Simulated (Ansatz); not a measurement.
Mn3GaC: reading a single point

```xyz
5
Lattice="3.7701 0.0154 0.0869 0.0154 3.9265 -0.0704 0.0869 -0.0704 3.9686" Properties=species:S:1:pos:R:3 pbc="T T T"
Ga    3.8359    3.8155    3.8450
Mn    0.1217    1.7002    1.9202
Mn    2.0189   -0.0107    1.9733
Mn    1.9637    1.7393    0.0555
C     1.9202    2.0380    1.8858
```

The numbers come from plane-wave PAW DFT (Ansatz): r2SCAN, no spin polarisation, 500 eV, 5×5×5 (shifted by 0.5, 0.5, 0 steps) k points, fermi-dirac occupations (width 0.1 eV). Nothing was relaxed.

Describe some of the short contacts.

Mn–C at 1.83 Å: least valence density 1.03 e/Å³ and ELF 0.43 there. Ga–Mn at 2.51 Å: least valence density 0.33 e/Å³ and ELF 0.33 there. Both are smooth PAW fields, read partly inside the augmentation spheres.

Is the cell too large or too small?

The pressure is -17.4 GPa (compression positive), so with the atoms held at these fractions the cell would first shrink; the forces are large, so a full relaxation may end otherwise. The principal stresses -22.4, -19.4, -10.3 GPa differ, so its shape would change too.

Where is the largest force?

The largest is on C5: 1.88 eV/Å, components (1.22, -0.96, 1.06). It makes 122° with the line to a nearest neighbour, Mn2 at 1.83 Å.

What happens at the Fermi level?

It is a metal, with about 7.7 states/eV a cell as the mean within 0.25 eV of the Fermi level, mostly Mn d (95 %).

What is the formation energy?

0.37 eV an atom against the elements' usual phases (free molecules for gases, crystals otherwise, with no correction for O₂ or N₂), so at this geometry it isn't bound against them. Relaxing would lower it.

Origin: a strained cell with displaced atoms, so it need not be a known compound. Caveats: no spin polarisation, so a magnetic state may lie lower; the k mesh is coarse if the cell is a metal; atoms or cell far from equilibrium.
